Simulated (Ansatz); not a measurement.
GaIr (CsCl type)

```
CELL_PARAMETERS angstrom
      5.99681     0.00000     0.00000
      0.00000     2.99840     0.00000
      0.00000     0.00000     2.99840
ATOMIC_POSITIONS crystal
  Ga 0.00000 0.00000 0.00000
  Ga 0.50000 0.00000 0.00000
  Ir 0.25000 0.50000 0.50000
  Ir 0.75000 0.50000 0.50000
```

The atoms are displaced by Q × the pattern below (from a DFPT mode at X = (0.5, 0.0, 0.0), largest move 1; Q in Å), at fixed cell. (q is in reciprocal vectors of the primitive cell; the cell shown is doubled to hold the pattern.)

```tsv
atom	x	y	z
Ga1	1.000	0.000	0.000
Ga2	-1.000	0.000	0.000
```

Atoms not listed stay in place.

These are LDA (plane waves to 420 eV, PAW, scalar-relativistic; Ansatz, a first-principles code) values and carry that method's errors. k mesh 8×15×15 (Γ-centred), Fermi-Dirac smearing 0.05 eV. With partly filled bands, energies and forces of such displacements shift with the k mesh and the smearing. GaIr is run without spin polarisation. GaIr was relaxed with its symmetry unable to fall. Spin-orbit coupling is left out, though Ir is heavy.

At one point of the scan the forces (eV/Å) are:

```json
[
 {"atom": "Ga1", "Fx": "1.437", "Fy": "0.000", "Fz": "0.000"},
 {"atom": "Ga2", "Fx": "-1.437", "Fy": "0.000", "Fz": "0.000"},
 {"atom": "Ir3", "Fx": "0.000", "Fy": "0.000", "Fz": "0.000"},
 {"atom": "Ir4", "Fx": "0.000", "Fy": "0.000", "Fz": "0.000"}
]
```

Q: Which point is it?
(A) Q = -0.083 Å
(B) Q = -0.017 Å
(C) Q = -0.050 Å
(D) Q = -0.067 Å

A: A, Q = -0.083 Å

(For displaced atoms, the force is minus the slope of the energy, and its curvature is a force constant, which sets phonon frequencies.)
